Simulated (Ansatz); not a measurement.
TiOF:
```cif
data_F2O2Ti2
_chemical_formula_sum 'Ti2 F2 O2'
_space_group_name_H-M_alt 'P 1'
_space_group_IT_number 1
_cell_length_a 4.84979
_cell_length_b 4.84979
_cell_length_c 2.85844
_cell_angle_alpha 90.000
_cell_angle_beta 90.000
_cell_angle_gamma 95.752
loop_
_space_group_symop_operation_xyz
  'x, y, z'
loop_
_atom_site_label
_atom_site_type_symbol
_atom_site_fract_x
_atom_site_fract_y
_atom_site_fract_z
_atom_site_occupancy
Ti1 Ti 0.00000 0.00000 0.00000 1
Ti2 Ti 0.50000 0.50000 0.50000 1
F1 F 0.28705 0.71295 0.00000 1
O1 O 0.79390 0.79390 0.50000 1
F2 F 0.71295 0.28705 0.00000 1
O2 O 0.20610 0.20610 0.50000 1
```
The run is spin-polarised; directions of the spins, atom by atom: ↑ ↑ 0 0 0 0.

Relaxed with PBEsol.

Task: Which orbitals make up the states near the Fermi level in PBEsol in the plane-wave PAW code Ansatz?

Result: Within 0.5 eV of the Fermi level: Ti 3d 91 %, O 2p 5 %. Projections are on Löwdin-orthogonalised atomic valence shells; empty p or d shells of many metals are not among them.

Task: Tabulate the density of states.

Result: States/eV per cell of 6 atoms, in 0.25 eV bins, energy from the Fermi level.

```csv
E (eV),total,Ti 3d,O 2p,F 2p
-7.85,6.55,0.72,1.21,4.45
-7.60,6.52,0.55,0.60,5.25
-7.35,4.18,0.36,0.60,3.14
-7.10,6.75,0.62,1.39,4.61
-6.85,4.10,0.73,2.04,1.21
-6.60,1.53,0.25,1.00,0.21
-6.35,2.05,0.27,1.18,0.51
-6.10,4.34,0.81,2.90,0.46
-5.85,2.15,0.40,1.43,0.26
-5.60,2.25,0.27,1.64,0.25
-5.35,2.73,0.34,2.11,0.18
-5.10,6.29,0.80,4.84,0.48
-4.85,7.27,0.82,5.66,0.65
-4.60,5.57,0.51,4.36,0.61
-4.35,4.36,0.29,3.77,0.23
-4.10,1.95,0.09,1.78,0.04
-3.85,0.42,0.01,0.40,0.00
-3.60,0.00,0.00,0.00,0.00
-3.35,0.00,0.00,0.00,0.00
-3.10,0.00,0.00,0.00,0.00
-2.85,0.00,0.00,0.00,0.00
-2.60,0.00,0.00,0.00,0.00
-2.35,0.00,0.00,0.00,0.00
-2.10,0.00,0.00,0.00,0.00
-1.85,0.00,0.00,0.00,0.00
-1.60,0.00,0.00,0.00,0.00
-1.35,0.27,0.25,0.00,0.01
-1.10,0.67,0.61,0.00,0.04
-0.85,1.01,0.93,0.01,0.06
-0.60,1.16,1.07,0.02,0.04
-0.35,2.16,2.01,0.08,0.04
-0.10,3.07,2.84,0.14,0.06
0.15,4.08,3.72,0.20,0.09
0.40,6.42,5.77,0.39,0.15
0.65,5.13,4.64,0.31,0.10
0.90,5.36,4.83,0.32,0.13
1.15,5.96,5.23,0.47,0.10
1.40,5.82,4.81,0.61,0.12
1.65,5.41,4.42,0.47,0.16
1.90,5.43,4.43,0.44,0.23
2.15,4.50,3.63,0.35,0.28
2.40,2.84,2.26,0.15,0.23
2.65,1.91,1.41,0.12,0.16
2.90,2.68,1.97,0.17,0.21
3.15,3.41,2.50,0.25,0.27
3.40,2.91,2.07,0.28,0.22
3.65,2.15,1.45,0.28,0.14
3.90,1.90,1.24,0.36,0.06
4.15,2.15,1.42,0.47,0.04
4.40,2.00,1.28,0.42,0.03
4.65,1.39,0.81,0.27,0.03
```

Space group Cmmm. The start of the workflow was typed in or built on a structure type; neither database checked (COD, Materials Project) lists it. Whether it is the stable phase at ambient conditions was not checked. The PBEsol relaxation kept the symmetry of its start; its stability against distortions is not shown here. Magnetic state: ferromagnetic, chosen from 2 collinear starts compared on coarse meshes (ties went to the first, and starts can fall back to one state), not a proven ground state. No Hubbard U is applied. The compound may be a true metal, but semilocal functionals without U, or a wrong spin order, can also close a gap.

Potentials: the earlier of the program's two PAW sets. The files were generated under PBE; for other functionals the program regenerates the frozen cores, and for LDA and PBEsol the local potential too.
